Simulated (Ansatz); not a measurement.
Relaxed-ion elastic tensor of HBr in space group Cmc2_1 (No. 36; H on 4a, Br on 4a) in GPa (Voigt order), r²SCAN+D4 in the plane-wave PAW code Ansatz; density 2.98 g/cm³, 22.55 Å³ per atom.

|  | 1 | 2 | 3 | 4 | 5 | 6 |
|---|---|---|---|---|---|---|
| 1 | 8.5 | 3.5 | 2.5 | 0.0 | 0.0 | 0.0 |
| 2 | 3.5 | 9.5 | 5.8 | 0.0 | 0.0 | 0.0 |
| 3 | 2.5 | 5.8 | 12.0 | 0.0 | 0.0 | 0.0 |
| 4 | 0.0 | 0.0 | 0.0 | 10.0 | 0.0 | 0.0 |
| 5 | 0.0 | 0.0 | 0.0 | 0.0 | 3.9 | 0.0 |
| 6 | 0.0 | 0.0 | 0.0 | 0.0 | 0.0 | 4.5 |

Is the crystal mechanically stable?

Yes: the smallest eigenvalue of C is 3.9 GPa.

Work out the Voigt, Reuss and Hill averages.

K_V = 6.0, K_R = 5.7, K_H = 5.8; G_V = 4.9, G_R = 3.8, G_H = 4.4 GPa.

Give Young's modulus, Poisson's ratio, Pugh's ratio and the universal anisotropy index.

E = 9KG/(3K + G) = 10.5 GPa; ν = 0.20; K/G = 1.33 (brittle by the Pugh limit of 1.75); A_U = 5G_V/G_R + K_V/K_R − 6 = 1.45.

Estimate the sound speeds and the Debye temperature.

v_l = √((K + 4G/3)/ρ) = 1980 m/s, v_t = √(G/ρ) = 1210 m/s, mean 1340 m/s; Θ = (h/k)(3n/4πV)^(1/3) v_m = 141 K.

How much does each axis shrink under pressure?

Linear compressibilities β_i = Σ_j S_ij (j = 1 to 3): x 85, y 48, z 43 per TPa.

The workflow started from an entry of the Crystallography Open Database (COD), which files this formula under 3 space groups. Symmetry was held in the r²SCAN+D4 relaxation; of distortions, only those at the zone centre were tested. The substance is a gas or liquid at ambient conditions.

Potentials: the later of the program's two PAW sets.
